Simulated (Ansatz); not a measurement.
TaTe:
```yaml
crystal:
  lattice:
    - [1.81503, -5.06150, 0.00000]
    - [1.81503, 5.06150, 0.00000]
    - [0.00000, 0.00000, 4.73428]
  atoms:
    - { symbol: Te, position: [0.63629, 0.36371, 0.25000] }
    - { symbol: Ta, position: [0.92281, 0.07719, 0.25000] }
    - { symbol: Te, position: [0.36371, 0.63629, 0.75000] }
    - { symbol: Ta, position: [0.07719, 0.92281, 0.75000] }
```

Relaxed with r²SCAN.

**Question.** Map the valence electron density (e/Å³), cut off at 3 on the plane through (0.636, 0.364, 0.250) spanned by u = [1, 1, 0] and v = [1, -1, 0] in lattice vectors, from r²SCAN (plane waves, PAW; program Ansatz).

**Answer.** x is the fraction of u, y of v (the angle between them is 90°; rows are the nearest grid lines); atoms in the plane: Te at (0.00, 0.00), Te at (0.50, 0.50), Ta at (0.00, 0.29), Ta at (0.50, 0.79).
```
y \ x   0.000  0.111  0.167  0.278  0.389  0.444  0.556  0.611  0.722  0.833  0.889   1.00
------  -----  -----  -----  -----  -----  -----  -----  -----  -----  -----  -----  -----
1.00     3.00   3.00   3.00  0.553  0.212  0.147  0.147  0.212  0.553   3.00   3.00   3.00
0.925    1.52  0.944  0.688  0.415  0.243  0.200  0.200  0.243  0.415  0.688  0.944   1.52
0.850   0.231  0.243  0.268  0.523   1.86   2.66   2.66   1.86  0.523  0.268  0.243  0.231
0.775   0.162  0.199  0.285   1.52   3.00   3.00   3.00   3.00   1.52  0.285  0.199  0.162
0.700   0.104  0.115  0.133  0.238  0.612  0.876  0.876  0.612  0.238  0.133  0.115  0.104
0.625   0.054  0.074  0.102  0.207  0.356  0.414  0.414  0.356  0.207  0.102  0.074  0.054
0.550   0.081  0.142  0.234  0.635   2.92   3.00   3.00   2.92  0.635  0.234  0.142  0.081
0.450   0.163  0.238  0.339  0.708   2.92   3.00   3.00   2.92  0.708  0.339  0.238  0.163
0.375   0.851  0.584  0.436  0.331  0.339  0.346  0.346  0.339  0.331  0.436  0.584  0.851
0.300    3.00   3.00   3.00  0.561  0.203  0.175  0.175  0.203  0.561   3.00   3.00   3.00
0.225    3.00   2.00   1.04  0.266  0.148  0.134  0.134  0.148  0.266   1.04   2.00   3.00
0.150   0.320  0.264  0.213  0.123  0.075  0.065  0.065  0.075  0.123  0.213  0.264  0.320
0.0750   1.59  0.960  0.645  0.282  0.108  0.075  0.075  0.108  0.282  0.645  0.960   1.59
0.000    3.00   3.00   3.00  0.553  0.212  0.147  0.147  0.212  0.553   3.00   3.00   3.00
```

The density is the valence pseudo-density with augmentation charge, so density and ELF within about 1 Å of a nucleus are not all-electron values.

Space group Cmcm. The start of the workflow was typed in or built on a structure type; neither database checked (COD, Materials Project) lists it. Its standing as an ambient phase is unchecked. Symmetry was held in the r²SCAN relaxation; whether a distortion lowers the energy is not shown. No spin polarisation was allowed. Scalar-relativistic: spin–orbit coupling is off unless named, which matters more the heavier the elements.

Potentials: the earlier of the program's two PAW sets.
